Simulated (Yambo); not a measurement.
Yambo run on K$_{2}$MgH$_{4}$ (space group I4/mmm, No. 139). The wavefunctions are PBEsol (Quantum ESPRESSO, PseudoDojo norm-conserving, 84 Ry, scalar-relativistic) ones on a 4×4×4 mesh (16 occupied bands); a = b = c = 7.3455 Å, α = β = 148.33°, γ = 45.40°.

Yambo input:

```
rim_cut
gw0
dyson
el_el_corr
HF_and_locXC
cohsex
em1s
RandQpts= 1000000
RandGvec= 1 Ry
EXXRLvcs= 84 Ry
VXCRLvcs= 336 Ry
Chimod= "HARTREE"
% BndsRnXs
 5 | 113 |
%
NGsBlkXs= 6 Ry
% LongDrXs
 1.0 | 1.0 | 1.0 |
%
ExtendOut
% QPkrange
 1 | 1 | 16 | 16 |
 2 | 2 | 17 | 17 |
 11 | 11 | 16 | 17 |
%
```

k points by index: 1 = Γ, 2 = (0, 0, 0.25), 11 = (0.25, -0.25, 0.25).

The o-*.qp file then holds:

```
#    K-point    Band    Eo [eV]    E [eV]    E-Eo [eV]    Vxc [eV]    Vnlxc [eV]    Sc|Eo [eV]    Re(Z)    Im(Z)
#
    1    16    0.000000    -3.215027    -3.215027    -10.86752    -14.17324    0.090693    1.000000    0.000000
    2    17    3.326099    3.265261    -0.060838    -8.141593    -4.053050    -4.149381    1.000000    0.000000
    11    16    -0.075515    -3.338079    -3.262565    -10.40169    -13.76662    0.102369    1.000000    0.000000
    11    17    3.607475    3.559872    -0.047603    -7.627226    -3.473309    -4.201520    1.000000    0.000000
```
(The two width columns are left out.) Convergence of these settings isn't established.

Geometry of the Materials Project entry, not relaxed at this level.
